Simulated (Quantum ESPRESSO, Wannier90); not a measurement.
Wannier functions of Sr₂MgH₆ (P-3m1)

```yaml
crystal:
  lattice:
    - [5.47544, 0.00000, 0.00000]
    - [-2.73772, 4.74187, 0.00000]
    - [0.00000, 0.00000, 4.18847]
  atoms:
    - { symbol: Sr, position: [0.66667, 0.33333, 0.26353] }
    - { symbol: Sr, position: [0.33333, 0.66667, 0.73647] }
    - { symbol: Mg, position: [0.00000, 0.00000, 0.00000] }
    - { symbol: H, position: [0.82346, 0.64692, 0.76525] }
    - { symbol: H, position: [0.17654, 0.35308, 0.23475] }
    - { symbol: H, position: [0.35308, 0.17654, 0.76525] }
    - { symbol: H, position: [0.64692, 0.82346, 0.23475] }
    - { symbol: H, position: [0.82346, 0.17654, 0.76525] }
    - { symbol: H, position: [0.17654, 0.82346, 0.23475] }
```

Cell from Materials Project (mp-644225), symmetrised, no further relaxation. Not found in the COD (Crystallography Open Database) copy used; not checked further. Level: PBEsol, no spin polarisation, no spin-orbit coupling; pw.x of Quantum ESPRESSO at 68 Ry with PseudoDojo potentials, 4×4×4 k-points, Wannier90. Density: 12×12×8 mesh, cold smearing 0.01 Ry.

Functional, cutoff and mesh named above are those of the base row (1); the first column says what each row takes instead. Model: 6 functions from bands 13-18, start SCDM (isolated) (the valence bands). Energies are relative to the valence-band maximum; the misfit is to pw.x on a path, for all bands of the set. The lattice is scaled uniformly, fractional positions fixed. Ω_total can sit in another minimum from row to row; Ω_I of an isolated set cannot.

```json
[
 {"scale": "0.97", "Ω_I (Å²)": "10.27", "Ω_total (Å²)": "10.40", "rms misfit (meV)": "8.5", "gap (eV)": "2.59", "bottom of band 13 (eV)": "-6.59"},
 {"scale": "0.99", "Ω_I (Å²)": "10.33", "Ω_total (Å²)": "10.47", "rms misfit (meV)": "7.5", "gap (eV)": "2.55", "bottom of band 13 (eV)": "-6.35"},
 {"scale": "1", "Ω_I (Å²)": "10.37", "Ω_total (Å²)": "10.51", "rms misfit (meV)": "7.0", "gap (eV)": "2.52", "bottom of band 13 (eV)": "-6.23"},
 {"scale": "1.01", "Ω_I (Å²)": "10.41", "Ω_total (Å²)": "10.56", "rms misfit (meV)": "6.6", "gap (eV)": "2.48", "bottom of band 13 (eV)": "-6.12"},
 {"scale": "1.03", "Ω_I (Å²)": "10.52", "Ω_total (Å²)": "10.67", "rms misfit (meV)": "5.8", "gap (eV)": "2.41", "bottom of band 13 (eV)": "-5.91"}
]
```
